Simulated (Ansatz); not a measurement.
Data:

TaAgO₃:
Space group R-3c, hexagonal axes (No. 167); a = b = 5.522 Å, c = 13.763 Å, α = β = 90.00°, γ = 120.00°

```csv
atom,site,symmetry,x,y,z
Ta,6b,-3.,0.0000,0.0000,0.0000
Ag,6a,32,0.0000,0.0000,0.2500
O,18e,.2,0.5579,0.5579,0.2500
```
(The calculation used a cell of 10 atoms; values per cell refer to that cell.)

This is the r²SCAN-relaxed structure.

All from DFT-r²SCAN in the program Ansatz with PAW potentials, unless another level is named. Predict the Born charges (a third of the trace).

Ta +8.60, Ag +1.41, O -3.34 e.

Predict the Bader charges.

Ta +3.07, Ag +0.71, O -1.26 e.

And the electronic dielectric constant ε∞ (DFPT)?

5.95 (xx = yy), 5.92 (zz).

The first step of the workflow began from a Materials Project structure, measured or hypothetical; the Crystallography Open Database copy checked does not list it. COD files the formula under space group No. 161. Its standing as an ambient phase is unchecked. Symmetry was held in the r²SCAN relaxation; phonons show weakly imaginary modes. No spin polarisation was allowed. Spin–orbit coupling is left out wherever it is not named.

Potentials: the later of the program's two PAW sets.
